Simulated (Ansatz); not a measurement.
The calculation used DFT PBE, scalar-relativistic, plane waves, PAW in Ansatz. Settings: cutoff 420 eV, Γ-centred meshes spaced at most about 0.3 Å⁻¹, and about 0.25 Å⁻¹ or finer for metals (2π included), Gaussian smearing. No spin polarisation in the final relaxations.

Temperature and zero-point effects are left out.

Compare these two cells of TiAl3F, each relaxed at this level.

1.

```
CELL_PARAMETERS angstrom
5.55505 0.00000 0.00000
-2.77753 4.81082 0.00000
0.00000 0.00000 3.85355
ATOMIC_POSITIONS crystal
Ti 0.00000 0.00000 0.00000
Al 0.50000 0.00000 0.00000
Al 0.00000 0.50000 0.00000
Al 0.50000 0.50000 0.00000
F 0.00000 0.00000 0.50000
```

2.

```
CELL_PARAMETERS angstrom
4.24952 0.00000 0.00000
0.00000 4.24952 0.00000
0.00000 0.00000 4.24952
ATOMIC_POSITIONS crystal
Ti 0.00000 0.00000 0.00000
Al 0.00000 0.50000 0.50000
Al 0.50000 0.00000 0.50000
Al 0.50000 0.50000 0.00000
F 0.50000 0.50000 0.50000
```

**Question.** Which form is favoured at zero pressure, and by what margin per atom?

**Answer.** Cell 1 is lower, by 114 meV/atom. Cell 1 has space group P6/mmm (No. 191), 20.6 Å³/atom and no gap on its mesh; cell 2 has the antiperovskite type, space group Pm-3m (No. 221), 15.3 Å³/atom and no gap. Counting Al or Ti atoms around F (for each partner element, those within 1.25 times its shortest distance or 1.15 times the sum of covalent radii, where it is the nearest in units of that sum or under 1.3; the shortest distance is added where it is long for a bond), cell 1 has F 2 and cell 2 has F 6 from 2.1 Å. The lower one is the more open, so pressure narrows the difference. In cell 1, Ti has 2 F at 1.93 Å and 6 Al at 2.78 Å; Al is surrounded by 2 Ti at 2.78 Å and 4 Al at 2.78 Å; around F lie 2 Ti at 1.93 Å. In cell 2, Ti is surrounded by 12 Al at 3.00 Å; around Al lie 2 F at 2.12 Å, 4 Ti at 3.00 Å and 8 Al at 3.00 Å; F is surrounded by 6 Al at 2.12 Å. Both come from invented guesses.

Cells relaxed within their symmetry can be saddle points.
